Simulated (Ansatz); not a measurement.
## BaTiO3: pressure against volume, fitted

```xyz
5
Lattice="4.0073 0.0000 0.0000 0.0000 4.0073 0.0000 0.0000 0.0000 4.0073" Properties=species:S:1:pos:R:3 pbc="T T T"
Ba    2.0036    2.0036    2.0036
Ti    0.0000    0.0000    0.0000
O     2.0036    0.0000    0.0000
O     0.0000    2.0036    0.0000
O     0.0000    0.0000    2.0036
```

Atoms are numbered in the order listed.

The geometry is COD entry 1507757, unchecked; take it as a test cell.

Spin–orbit coupling is left out, though it moves levels of the heavy atoms by tenths of an eV or more.

Method: DFT, LDA, all-electron LAPW, scalar-relativistic in Ansatz 0.2.0.

The runs use a Γ-centred 8×8×8 k mesh, Fermi–Dirac smearing of 0.05 eV, basis error target 1 meV/atom, no spin polarisation.

The cell is scaled evenly. Fractional coordinates are held (clamped ions).

| V (Å³/atom) | P (GPa) |
| --- | --- |
| 12.098 | 1.49 |
| 12.355 | -2.57 |
| 12.613 | -6.19 |
| 12.742 | -7.84 |
| 12.870 | -9.41 |
| 12.999 | -10.88 |
| 13.128 | -12.27 |
| 13.642 | -17.08 |

(1) Fit a third-order Birch–Murnaghan curve to the pressures.

(2) Predict the pressure at the withheld volume, 13.385 Å³/atom.

Answers

(1) P = (3B0/2)(y^(7/2) − y^(5/2))[1 + (3/4)(B0′ − 4)(y − 1)] with y = (V0/V)^(2/3) fits within 0.01 GPa for V0 = 12.189 Å³/atom, B0 = 195.7 GPa and B0′ = 4.54.

(2) There y = 0.9395, so the fit gives -14.82 GPa; the run gave -14.82 GPa.
